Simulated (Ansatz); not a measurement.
Values for one crystal, relaxed and computed with r²SCAN in the plane-wave PAW code Ansatz; other levels are named.

* **Volume per atom**: 21.11 Å³
* **Electronic character**: metallic (no gap)
* **Bulk modulus (Birch–Murnaghan fit)**: 12.2 GPa
* **Pressure derivative B′**: 3.3
* **Density of states at the Fermi level**: 0.46 states/eV per atom (mean over ±0.08 eV)

Task: Pick the material that matches.
A) W, fcc (Cu type)
B) Cu, dhcp (α-La type)
C) Li, Pmma (Li on 2c, Li on 4k)
D) Gd, fcc (Cu type)

Result: C, Li, Pmma (Li on 2c, Li on 4k)

The first step of the workflow began from a Materials Project structure, measured or hypothetical; the Crystallography Open Database copy checked does not list it. It is not the phase usual at ambient conditions (space group No. 229). The r²SCAN relaxation kept the symmetry of its start; its stability against distortions is not shown here.

Potentials: the later of the program's two PAW sets.
